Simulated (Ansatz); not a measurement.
ScTaN2:
Space group P6₃/mmc (No. 194); a = 3.058 Å, b = 3.058 Å, c = 10.590 Å, α = 90.00°, β = 90.00°, γ = 120.00°

```csv
atom,site,symmetry,x,y,z
Sc,2a,-3m.,0.0000,0.0000,0.0000
Ta,2c,-6m2,0.3333,0.6667,0.2500
N,4f,3m.,0.6667,0.3333,0.1241
```

Relaxed with r²SCAN. The program Ansatz at the r²SCAN level (PAW) gives no gap.

Question: What gap does HSE06 give on the same cell (Ansatz, PAW)?

Answer: 0.17 eV. The hybrid was solved on a coarser mesh and at special points; the gap given is the minimum over both. On such a mesh it can open a false gap in a semimetal.

```tsv
k	v1 r²SCAN	c1 r²SCAN	v1 HSE06	c1 HSE06
Γ	0.00	0.00	…	…
A	-0.40	0.68	-0.38	1.09
K	-0.78	1.09	…	…
H	-0.90	1.28	…	…
M	-1.49	-0.16	-1.66	0.17
L	-2.36	0.84	…	…
```

Question: Top valence (v1) and lowest conduction level (c1) in eV from each method's valence maximum (which need not be a listed point): supply the withheld HSE06 values.

Answer: 
- H, v1 HSE06: -0.94
- H, c1 HSE06: 1.63
- L, v1 HSE06: -2.59
- L, c1 HSE06: 1.24
- Γ, v1 HSE06: 0.00
- Γ, c1 HSE06: 0.35
- K, v1 HSE06: -0.81
- K, c1 HSE06: 1.43

Cost on shared cores: the r²SCAN run (SCF on a 15×15×4 mesh, then bands and DOS) about 80 core-seconds (a rough figure), the HSE06 run (SCF on 6×6×2, then a few points) roughly 3.0 core-minutes; the tasks are unlike.

Space group P6_3/mmc. The workflow started from a Materials Project entry (that database holds measured and hypothetical structures alike); the Crystallography Open Database copy checked does not list it. Its standing as an ambient phase is unchecked. The r²SCAN relaxation kept the symmetry of its start; its stability against distortions is not shown here. No spin polarisation was allowed. Spin–orbit coupling is left out wherever it is not named.

Potentials: the later of the program's two PAW sets.
